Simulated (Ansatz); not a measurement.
Given:

Starting cell, TiTe2 (CdI2 type):

```
TiTe2
1.0
    7.39497     0.00000     0.00000
   -1.84874     3.20212     0.00000
    0.00000     0.00000     6.38480
Ti Te
2 4
Cartesian
  0.00000   0.00000   0.00000
  3.69749   0.00000   0.00000
  0.00000   2.13475   1.73071
  3.69749   2.13475   1.73071
  1.84874   1.06737   4.65409
  5.54623   1.06737   4.65409
```

In this cell atom 3 (Te, nearest neighbour Ti at 2.748 Å; its periodic images, 3.7 Å or more away, move with it) is moved by s along Cartesian x, unit vector (1.000, 0.000, 0.000); all other atoms and the cell stay fixed.

Level of theory: PBE-D3(BJ) (plane waves to 420 eV, PAW, scalar-relativistic; Ansatz, an electronic-structure program). k mesh 6×12×6 (Γ-centred), Fermi-Dirac smearing 0.05 eV. The energy includes the smearing's −TS. With partly filled bands, energies and forces of such displacements shift with the k mesh and the smearing. Spin-orbit coupling is left out, though Te is heavy. The PAW data are Ansatz's earlier set. TiTe2 is run without spin polarisation. TiTe2 was relaxed with its symmetry unable to fall. The zero of ΔE is the undisplaced structure.

The scan covers s from -0.270 to 0.270 Å in 11 points.

### Question
Is this a single well or a double well?

### Answer
A single well with its minimum at or next to zero displacement.

### Question
What is the force constant k = d²E/ds² of this move at s = 0?

### Answer
5.79 eV/Å².

(A displaced cell: forces are minus the slopes of the energy, force constants its curvatures, and phonons follow from these.)
